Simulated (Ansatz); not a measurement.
## Harmonic thermodynamics of MgZn2S3

These are results of DFT PBE, scalar-relativistic, plane waves, PAW in Ansatz 0.2.0, not measurements. Settings: 420 eV plane-wave cutoff, Γ-centred 12×12×4 mesh, fixed occupations. No spin polarisation. Phonons by linear response, acoustic sum rule imposed.

The cell, relaxed at this level:
Space group P3m1 (No. 156). a = 3.906 Å, b = 3.906 Å, c = 9.593 Å, α = 90.00°, β = 90.00°, γ = 120.00°
```json
{"atom": "Mg", "site": "1a", "symmetry": "3m.", "x": "0.0000", "y": "0.0000", "z": "0.0000"}
{"atom": "Zn", "site": "1c", "symmetry": "3m.", "x": "0.6667", "y": "0.3333", "z": "0.3374"}
{"atom": "Zn", "site": "1b", "symmetry": "3m.", "x": "0.3333", "y": "0.6667", "z": "0.6620"}
{"atom": "S", "site": "1c", "symmetry": "3m.", "x": "0.6667", "y": "0.3333", "z": "0.0917"}
{"atom": "S", "site": "1b", "symmetry": "3m.", "x": "0.3333", "y": "0.6667", "z": "0.4165"}
{"atom": "S", "site": "1a", "symmetry": "3m.", "x": "0.0000", "y": "0.0000", "z": "0.7424"}
```

It was reached by relaxing an invented guess, and it needn't be the stable form of this composition. The q mesh is coarse, so values between its points are rough.

Force constants from linear response on a 2×2×1 q mesh, interpolated to a fine mesh.

Phonon density of states, in bins of 10 cm⁻¹:
```csv
bin centre (cm⁻¹),share of modes (%)
5,0.0
15,0.1
25,0.2
35,0.5
45,0.9
55,1.7
65,3.1
75,4.5
85,5.7
95,4.7
105,3.8
115,3.0
125,4.0
135,1.8
145,1.1
155,1.4
165,1.9
175,2.3
185,2.0
195,1.7
205,0.8
215,1.1
225,0.7
235,0.9
245,3.1
255,3.5
265,4.8
275,8.0
285,3.4
295,9.4
305,3.0
315,0.2
325,0.0
335,1.4
345,3.8
355,5.4
365,3.1
375,1.9
385,1.0
395,0.1
405,0.0
```

(1) Give the zero-point energy per atom.

(2) How large are the vibrational entropy and heat capacity at 300 K?

(3) Tabulate them against temperature.

Results:

(1) 40.0 meV.

(2) S = 3.52 k_B and C_V = 2.70 k_B per atom, 90 % of the Dulong–Petit value.

(3)
```tsv
T (K)	F_vib (meV/atom)	S (k_B/atom)	C_V (k_B/atom)
100	36.4	1.10	1.52
200	20.7	2.48	2.41
300	-5.4	3.52	2.70
400	-39.4	4.32	2.83
500	-79.4	4.96	2.89
600	-124.5	5.49	2.92
700	-173.8	5.94	2.94
800	-226.7	6.33	2.95
900	-282.9	6.68	2.96
1000	-341.8	7.00	2.97
```
